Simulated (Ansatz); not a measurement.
Relaxed-ion elastic tensor of CdSe in space group P6_3mc (No. 186; Cd on 2a, Cd on 2b, Se on 2a, Se on 2b) in GPa (Voigt order), DFT-PBE in the program Ansatz with PAW potentials; density 5.34 g/cm³, 29.74 Å³ per atom.

```
      1     2     3     4     5     6
-  ----  ----  ----  ----  ----  ----
1  66.1  37.3  30.5   0.0   0.0   0.0
2  37.3  66.1  30.5   0.0   0.0   0.0
3  30.5  30.5  73.6   0.0   0.0   0.0
4   0.0   0.0   0.0  12.9   0.0   0.0
5   0.0   0.0   0.0   0.0  12.9   0.0
6   0.0   0.0   0.0   0.0   0.0  14.4
```

Task: Is the crystal mechanically stable?

Result: Yes: the smallest eigenvalue of C is 12.9 GPa.

Task: Work out the Voigt, Reuss and Hill averages.

Result: K_V = 44.7, K_R = 44.7, K_H = 44.7; G_V = 15.2, G_R = 14.7, G_H = 14.9 GPa.

Task: Give Young's modulus, Poisson's ratio, Pugh's ratio and the universal anisotropy index.

Result: E = 9KG/(3K + G) = 40.3 GPa; ν = 0.35; K/G = 2.99 (ductile by the Pugh limit of 1.75); A_U = 5G_V/G_R + K_V/K_R − 6 = 0.18.

Task: Estimate the sound speeds and the Debye temperature.

Result: v_l = √((K + 4G/3)/ρ) = 3480 m/s, v_t = √(G/ρ) = 1670 m/s, mean 1880 m/s; Θ = (h/k)(3n/4πV)^(1/3) v_m = 181 K.

Task: Solve the Christoffel equation for the three sound speeds along x, y, z.

Result: Eigenvalues of C_ijkl n_j n_l equal ρv² (piezoelectric stiffening left out). In km/s, slowest first: x 1.55, 1.64, 3.52; y 1.55, 1.64, 3.52; z 1.55, 1.55, 3.71.

Task: How much does each axis shrink under pressure?

Result: Linear compressibilities β_i = Σ_j S_ij (j = 1 to 3): x 7.5, y 7.5, z 7.4 per TPa.

The cell is a constructed one: a structure type filled with these elements. Its sites differ from those of the usual phase in this space group: another stacking or structure type. The PBE relaxation kept the symmetry of its start; its stability against distortions is not shown here.

Potentials: the later of the program's two PAW sets.
